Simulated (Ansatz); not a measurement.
## Formation energy of rocksalt-structured HfC

Method: r²SCAN, scalar-relativistic; no spin polarisation; PAW, 500 eV, 12×12×12 k-mesh, Gaussian smearing of 0.05 eV; code Ansatz. The datasets are Ansatz's generated set soft_2.

The compound is reported in the structure type of the start.

The structure is cubic, space group Fm-3m (No. 225). Conventional cell: a = 4.641 Å, b = 4.641 Å, c = 4.641 Å, α = 90.00°, β = 90.00°, γ = 90.00°. Hf (site symmetry m-3m) has 6 C at 2.32 Å as nearest neighbours. C (site symmetry m-3m) is surrounded by 6 Hf at 2.32 Å. (Neighbours are counted to 15 % beyond the shortest distance.)

The elements were computed in their standard states with the same datasets, cutoff and functional. Total energies depend on the potentials used, so only differences within one code and one set of settings carry meaning.

Energy of the relaxed cell (2 atoms, smearing extrapolated to zero): -15986.901 eV. Elements, in eV/atom: Hf -15733.062, C -251.670.

Problem. What is the formation energy?

Solution. [-15986.901 − (1 × -15733.062 + 1 × -251.670)] / 2 = -1.08 eV/atom, or -105 kJ per mole of atoms.

The value is for 0 K, without zero-point energy. A negative value shows stability against the elements alone, not against other compounds or structures.

For elements this heavy, spin–orbit coupling would shift levels and gaps; it isn't included here.
